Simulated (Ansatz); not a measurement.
Ag₃P₁₁:
```cif
data_Ag3P11
_chemical_formula_sum 'Ag3 P11'
_space_group_name_H-M_alt 'P 1'
_space_group_IT_number 1
_cell_length_a 7.47662
_cell_length_b 7.47662
_cell_length_c 6.51735
_cell_angle_alpha 65.228
_cell_angle_beta 114.772
_cell_angle_gamma 119.546
loop_
_space_group_symop_operation_xyz
  'x, y, z'
loop_
_atom_site_label
_atom_site_type_symbol
_atom_site_fract_x
_atom_site_fract_y
_atom_site_fract_z
_atom_site_occupancy
Ag1 Ag 0.29324 0.70676 0.03412 1
Ag2 Ag 0.58991 0.41009 0.80084 1
Ag3 Ag 0.99788 0.00212 0.00345 1
P1 P 0.81016 0.18984 0.03751 1
P2 P 0.48899 0.51101 0.04429 1
P3 P 0.08405 0.91595 0.73514 1
P4 P 0.77548 0.73264 0.53305 1
P5 P 0.26736 0.22452 0.53305 1
P6 P 0.91320 0.38689 0.50818 1
P7 P 0.61311 0.08680 0.50818 1
P8 P 0.05663 0.39238 0.26972 1
P9 P 0.60762 0.94337 0.26972 1
P10 P 0.81015 0.65178 0.26158 1
P11 P 0.34822 0.18985 0.26158 1
```

Relaxed with PBEsol.

Question: Tabulate the valence density and the electron localisation function along the shortest Ag–P contact (2.45 Å), PBEsol (plane waves, PAW; program Ansatz).

Answer: 

```tsv
distance from Ag (Å)	density (e/Å³)	ELF
0.24	17.05	0.79
0.37	13.09	0.71
0.49	9.00	0.63
0.61	5.48	0.55
0.73	2.93	0.44
0.86	1.43	0.32
0.98	0.78	0.22
1.10	0.56	0.21
1.22	0.50	0.33
1.35	0.53	0.60
1.47	0.62	0.83
1.59	0.74	0.92
1.71	0.83	0.93
1.84	0.82	0.90
1.96	0.67	0.69
2.08	0.42	0.20
2.20	0.19	0.00
```

The density is the valence pseudo-density with augmentation charge, so density and ELF within about 1 Å of a nucleus are not all-electron values.

Space group Cm. The first step of the workflow began from a Materials Project structure, measured or hypothetical; the Crystallography Open Database files this formula in space group No. 8, but the cells were not matched. Whether it is the stable phase at ambient conditions was not checked. The PBEsol relaxation kept the symmetry of its start; whether a distortion lowers the energy is not shown. No spin polarisation was allowed.

Potentials: the later of the program's two PAW sets.
